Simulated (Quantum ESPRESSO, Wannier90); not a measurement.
## HgF$_{2}$ (fluorite), plane waves to Wannier functions

```
begin unit_cell_cart
ang
    0.0000000000    2.7781800000    2.7781800000
    2.7781800000    0.0000000000    2.7781800000
    2.7781800000    2.7781800000    0.0000000000
end unit_cell_cart
begin atoms_frac
Hg   0.0000000000  0.0000000000  0.0000000000
F   -0.2500000000 -0.2500000000 -0.2500000000
F    0.2500000000  0.2500000000  0.2500000000
end atoms_frac
```

Materials Project entry mp-8177; symmetrised, unrelaxed at this level. COD (Crystallography Open Database) has an entry of this formula and space group (matched by these alone). Computed values, not measurements, from PBEsol: Quantum ESPRESSO (norm-conserving PseudoDojo potentials, cutoff 68 Ry, no spin polarisation, no spin-orbit coupling) on a Γ-centred 10×10×10 mesh, then Wannier90. Density: 10×10×10 mesh, cold smearing 0.01 Ry. Spin-orbit coupling is left out although heavy elements are present.

Bands 5-17 form an isolated set from -20.91 to 0.00 eV relative to the valence-band maximum (on the path) and are turned into 13 Wannier functions by minimising the spread from the start: SCDM (isolated).

Centres (Cartesian, Å; one of the equivalent choices) and spreads:

```csv
n,x,y,z,spread (Å²),nearest atom
1,1.575,1.582,1.200,0.576,F3
2,-1.578,-1.196,-1.575,0.576,F2
3,1.200,1.575,1.582,0.576,F3
4,-1.196,-1.203,-1.200,0.576,F2
5,1.582,1.200,1.575,0.576,F3
6,-1.203,-1.578,-1.582,0.576,F2
7,1.200,1.200,1.200,0.576,F3
8,-1.578,-1.578,-1.200,0.576,F2
9,0.000,0.000,0.000,0.717,Hg1
10,0.000,0.000,0.000,0.731,Hg1
11,0.000,0.000,0.000,0.731,Hg1
12,0.000,0.000,0.000,0.716,Hg1
13,0.000,0.000,0.000,0.745,Hg1
```

Ω_I = 7.54 Å², Ω_total = 8.25 Å²; the interpolated bands follow pw.x to 0.3 meV rms on the path. It is the lowest total spread that any start reached here.
